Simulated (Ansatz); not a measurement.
**AlB2-type GdSi2**

The computed numbers are results of PBEsol, scalar-relativistic (collinear spin) in the plane-wave PAW code Ansatz at 420 eV, 10×10×8 k-mesh, Gaussian smearing of 0.05 eV. The datasets are Ansatz's generated set soft_2.

```
Gd Si
1.0
     4.04997    0.00000    0.00000
    -2.02498    3.50737    0.00000
     0.00000    0.00000    3.94367
Gd Si
1 2
Cartesian
  0.0000 0.0000 0.0000
  0.0000 2.3382 1.9718
  2.0250 1.1691 1.9718
```

This is a trial structure made by placing the elements on a prototype's sites, so it needn't be the stable form.

Magnetic state: ferromagnetic, site spin moments Gd 6.81; Si -0.06 μB.

Cell and atoms are those of this level's equilibrium.

Path: Γ–M–K–Γ–A–L–H–A | L–M | H–K, with Γ = (0.000, 0.000, 0.000), M = (0.500, 0.000, 0.000), K = (0.333, 0.333, 0.000), A = (0.000, 0.000, 0.500), L = (0.500, 0.000, 0.500), H = (0.333, 0.333, 0.500) in reciprocal vectors of the calculation's cell.

Bands as a text map, energy in eV from the Fermi level (dashes), each leg drawn with the same width, + spin up, o spin down, # both:
```
  5.57 |# +o+#     o+#+#+#   #+oo      + #oooo   oooo#    oo+o+    o+    #+
  5.14 | #o+ +o   o+o+  o+o # o#+        ++######+ #++ o  ####oo    o   o+ 
  4.71 |o#+   +  o+o#  #+o+##o+o+     oo#o+########+ooo#  ##o ##o  #+o o#  
  4.29 |++ooo  oo+ #    o#++++o+o   oo# o+o#++++#+++++  oo##+#o#ooo+o o++  
  3.86 |+++++o #+oo+     +oo++#o # o o+++ #+#+  +o  + #+o ++# +#### +++o   
  3.43 |ooo #+o+###     # # oo    #o#+   o+ +o   + #    +#  +#+++#+ ooo+   
  3.00 |  oo o##+#+o   o  ++  ++o o++  # #   +o   # #    +   +o ++##++#o   
  2.57 |+++#o++ o+o#o  + o o++  +o      o+    +ooo o+o        +o     o #o  
  2.14 |ooo++ooo+ + #oo  +o+ooo  o+     +      +##o+ +o#       +ooooo+++ooo
  1.71 | +##o+++o  ++#oooooo+  oo+o   #o+   oooo++++o oo        #++++   + o
  1.29 |###ooo##ooooo##ooo#o###oo##oooo#ooooooo+    #o#oooooooooo##     o##
  0.86 |oooo#ooo#ooooo###o##ooooooo#oo##oooooo#oooooooo##ooooooooooooooooo#
  0.43 |oo#+oo   +  o#o# #o#ooo+#o  ## o     + oo   o+o+##      +        oo
  0.00 |---o--oooo+-+o-o#oo----#+-++###--++++oo------o#o##++-----oo--------
 -0.43 | +o       o+o   #  o+  o##oo  ###oooo          #  oo#  +o          
 -0.86 |+o         ##  # #  o+#+ o#oo##                ##o   #+o           
 -1.29 |oo#       #  #+   ##ooooo  ++  #              #  +    o           +
 -1.71 |+++#o    #  o#o#   +++          #            o                  ##o
 -2.14 |ooo###o o###+   ###ooo     ++    #          o+   +    #o       #   
 -2.57 |      ##+             #  ++oo+    #ooooooo##+   +ooo###########    
 -3.00 |                       +#oo  o+    ++###++ #   +# ++#              
 -3.43 |####+++++         +#####     o#+  o##+      o +#o ##   ++++        
 -3.86 |+#++#####+++++++++#+#+++#++++++#++++++++++++++#++++++++####++++++++
 -4.29 |+++++++++         ++++++++++++#+##          o#++++   ##++++        
 -4.71 |  #      #       #       #    + # ##########+  #  ###      ##      
 -5.14 |          #     o  #           #              #              ##    
 -5.57 |   #       #    +         #o  #               ##               #   
 -6.00 |            ####  #        +##  #               ##              ###
        Γ      M      K      Γ      A      L      H      AL       MH      K
```

Question: By these bands, is it a metal or an insulator, and if it has a gap, where are the band edges on this path?

Answer: A metal: bands cross the Fermi level.

Without a U the 4f levels of Gd lie too near the Fermi level, so their share of the states there, and what hangs on it, is overstated. Scalar-relativistic only: spin–orbit splittings of the heavy atoms' levels are missing. The run wasn't fully tested for a lower electronic state. Site moments are of spin, integrated over atomic spheres. Only parallel moments were tried, so the real magnetic order may be another.
